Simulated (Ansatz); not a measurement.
Consider the following.

LiAl$_{3}$:
```
CELL_PARAMETERS angstrom
      4.00120     0.00000     0.00000
      0.00000     4.00120     0.00000
      0.00000     0.00000     4.00120
ATOMIC_POSITIONS crystal
  Li 0.00000 0.00000 0.00000
  Al 0.50000 0.50000 0.00000
  Al 0.00000 0.50000 0.50000
  Al 0.50000 0.00000 0.50000
```

This is the PBEsol-relaxed structure.

### Question
All from plane-wave PAW PBEsol (Ansatz code), unless another level is named. Predict the Debye temperature from the elastic constants.

### Answer
578 K.

### Question
Predict the highest zone-centre frequency.

### Answer
368 cm⁻¹.

Space group Pm-3m (Cu3Au type). The workflow started from a Materials Project entry (that database holds measured and hypothetical structures alike); the Crystallography Open Database copy checked does not list it. With Li and Al taken as one species the cell has the higher symmetry Fm-3m, so it may be an ordered model of a mixed-site phase. Whether it is the stable phase at ambient conditions was not checked. Symmetry was held in the PBEsol relaxation; of distortions, only those at the zone centre were tested. As this level gives no gap, shear constants depend on the k-mesh and smearing (Fermi–Dirac, 0.1 eV here). As this level gives no gap, phonon frequencies hold no LO–TO term and depend on the k-mesh and smearing (Fermi–Dirac, 0.1 eV here).

Potentials: the later of the program's two PAW sets.
